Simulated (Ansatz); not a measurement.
# Fields on a plane of GaP (zinc blende)

```xyz
2
Lattice="0.0000 2.7259 2.7259 2.7259 0.0000 2.7259 2.7259 2.7259 0.0000" Properties=species:S:1:pos:R:3 pbc="T T T"
P      4.0888     4.0888     4.0888
Ga     0.0000     0.0000     0.0000
```

The slice is a {100} plane (indices of the conventional cell) through the point (0.000, 0.000, 0.000) (fractional), spanned by u = [100] and v = [0 1 -1] in vectors of this cell: u (3.85 Å) and v (3.85 Å, at 90° to u). It covers one period; positions are fractions (u, v).

Atoms on it: Ga at (0.00, 0.00).

Calculation: r2SCAN (plane waves to 500 eV, PAW, scalar-relativistic; Ansatz, a first-principles code). k mesh 10×10×10. Near the nuclei the fields are pseudised (PAW); where an atom keeps semicore shells as valence, they peak there. GaP was relaxed with its symmetry unable to fall. The PAW data are Ansatz's earlier set.

```
|xxxxxx223344669999999999999966443322xxxx|
|xxxx1133444466888888888888886644443311xx|
|1122333333445566666666666666554433333322|
|3333443344444444444444444444444444334433|
|4444444444333322222222222222333344444444|
|6666665544332211111111111111223344556666|
|9999886644221100000000000000112244668899|
|9999886644221100000000000000112244668899|
|9999886644221100000000000000112244668899|
|9999886644221100000000000000112244668899|
|9999886644221100000000000000112244668899|
|9999886644221100000000000000112244668899|
|9999886644221100000000000000112244668899|
|6666665544332211111111111111223344556666|
|4444444444333322222222222222333344444444|
|3333443344444444444444444444444444334433|
|1122333333445566666666666666554433333322|
|xxxx1133444466888888888888886644443311xx|
|xxxxxx223344669999999999999966443322xxxx|
|xxxxxx113344669999999999999966443311xxxx|
```
Scale: ten equal steps from 0.01 (start of '0') to 0.59 (end of '9'), in the order '0123456789'. Values: electron localisation function (ELF). The map has 20 points along u (two characters each, u = 0 at the left) and 20 along v (v = 0 in the bottom row). Points within 0.5 Å of a nucleus are blanked (x), as the pseudised field means little there.

```
|xxxxxxxxxxxx225566777777665522xxxxxxxxxx|
|xxxxxxxxxx0044667777777777664400xxxxxxxx|
|xxxxxxxxxx1155777788888877775511xxxxxxxx|
|xxxxxxxx00446677888888888877664400xxxxxx|
|xxxx0011446677888899999988887766441100xx|
|2222445566778899999999999999887766554422|
|5555667777889999999999999999998877776655|
|6666777788889999999999999999998888777766|
|7777778888999999999999999999999988887777|
|7777778888999999999999999999999988887777|
|7777778888999999999999999999999988887777|
|6666777788889999999999999999998888777766|
|5555667777889999999999999999998877776655|
|2222445566778899999999999999887766554422|
|xxxx0011446677888899999988887766441100xx|
|xxxxxxxx00446677888888888877664400xxxxxx|
|xxxxxxxxxx1155777788888877775511xxxxxxxx|
|xxxxxxxxxx0044667777777777664400xxxxxxxx|
|xxxxxxxxxxxx225566777777665522xxxxxxxxxx|
|xxxxxxxxxxxx225566777777665522xxxxxxxxxx|
```
Scale: ten equal steps from -3.00 (start of '0') to 5.89 (end of '9'), in the order '0123456789'. Values: electrostatic potential energy of an electron, from the cell's mean, in eV. The map has 20 points along u (two characters each, u = 0 at the left) and 20 along v (v = 0 in the bottom row). Points within 1 Å of a nucleus are blanked (x), as the pseudised field means little there. Values under -3 eV are set to -3. The zero, the cell's mean, hangs on the PAW cores.
